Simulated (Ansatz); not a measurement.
The calculation used DFT, revPBE, plane waves (420 eV) with PAW, scalar-relativistic (Ansatz). (PAW data from PBE, frozen cores regenerated.)

An element in the dhcp structure gives this curve. The cell is scaled uniformly from the relaxed one, with fractional coordinates and shape fixed. Energies are extrapolated to zero smearing, pressures are those at the given smearing. Magnetic state: spin not included.

```tsv
V (Å³/atom)	E − E₀ (meV/atom)	P (GPa)
13.254	302.6	60.36
13.857	123.9	35.77
14.459	28.5	15.98
15.062	-0.1	0.07
15.664	25.2	-12.71
16.267	93.6	-22.93
16.869	196.4	-31.08
```

Task: Which element is it?
A. zinc
B. rhenium
C. rhodium
D. platinum

Result: B. Its fit is V₀ = 15.06 Å³/atom, B₀ = 356 GPa, B₀′ = 4.5.
